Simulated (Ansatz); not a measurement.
# Kick test of a cell of Ge₄MoW

The structure comes from a generated guess, relaxed at this level; another structure or a mixture of phases may lie lower.

Computed with Ansatz 0.2.0, DFT PBE, scalar-relativistic, plane waves, PAW. Plane waves to 420 eV, a k mesh through Γ of 12×6×6 on the computed 12-atom cell and Gaussian smearing (0.10 eV); no spin polarisation.

The cell below (12 atoms, space group Pmc2_1 (No. 26)) is relaxed within its symmetry.

```xyz
12
Lattice="3.4812 0.0000 0.0000 0.0000 8.6226 0.0000 0.0000 0.0000 6.4186" Properties=species:S:1:pos:R:3 pbc="T T T"
Ge    1.7406    2.5015    0.8691
Ge    0.0000    6.8271    2.3441
Ge    1.7406    6.1211    4.0785
Ge    0.0000    1.7955    5.5534
Ge    1.7406    7.6097    0.3948
Ge    0.0000    3.2982    2.8080
Ge    1.7406    1.0130    3.6042
Ge    0.0000    5.3245    6.0173
Mo    0.0000    7.9382    4.8155
Mo    0.0000    0.6844    1.6062
W     1.7406    3.6292    4.8149
W     1.7406    4.9934    1.6056
```

For the test it was strained at random (σ = 1.5 % a component), the atoms were moved at random (σ = 0.05 Å), and all was relaxed again on a coarse 6×4×4 mesh (in the run’s order of axes) with 0.20 eV smearing, with no symmetry imposed.

Spin–orbit coupling, which can matter for W, is left out.

**Question.** What happens?

**Answer.** It returns, within 1 meV/atom of the unmoved cell on that mesh and with the same symmetry when read at 0.1 Å. So it is stable against the distortions that fit this cell and that this random move excites. Modes that don't fit the cell aren't tested.
